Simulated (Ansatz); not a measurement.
SrCl₂:
```
CELL_PARAMETERS angstrom
      0.00000     3.50399     3.50399
      3.50399     0.00000     3.50399
      3.50399     3.50399     0.00000
ATOMIC_POSITIONS crystal
  Sr 0.00000 0.00000 0.00000
  Cl 0.25000 0.25000 0.25000
  Cl 0.75000 0.75000 0.75000
```

Relaxed with HSE06. Special points in fractions of this cell's reciprocal vectors: Γ (0.000, 0.000, 0.000); X (0.500, 0.000, 0.500); U (0.625, 0.250, 0.625); K (0.375, 0.375, 0.750); L (0.500, 0.500, 0.500); W (0.500, 0.250, 0.750).

List the band energies nearest the valence-band maximum at these points for DFT-HSE06 in the program Ansatz with PAW potentials.

In eV from the valence-band maximum; about four levels below and three above (degenerate sets whole), none deeper than 8.9 eV; points with the same levels are listed once.

```
k                                below                above
-  -----------------------------------  -------------------
Γ  -2.22 -2.22 -2.22 -0.36 -0.36 -0.36       6.57 7.54 7.54
X         -1.99 -1.99 -0.40 -0.40 0.00       6.83 8.54 9.20
U              -1.82 -0.73 -0.56 -0.11       7.30 8.61 8.87
L              -1.56 -1.38 -1.11 -1.11       8.20 8.20 9.06
W              -1.27 -1.27 -0.31 -0.11  7.58 8.50 8.71 8.71
```

Space group Fm-3m (fluorite). The cell was relaxed with HSE06 under the symmetry of its start. The hybrid was solved on a coarse mesh, the path and, where they were found, the r²SCAN edge points; its band edges are the extreme levels among these. Scalar-relativistic: spin–orbit coupling is off unless named, which matters more the heavier the elements.

Potentials: the later of the program's two PAW sets.
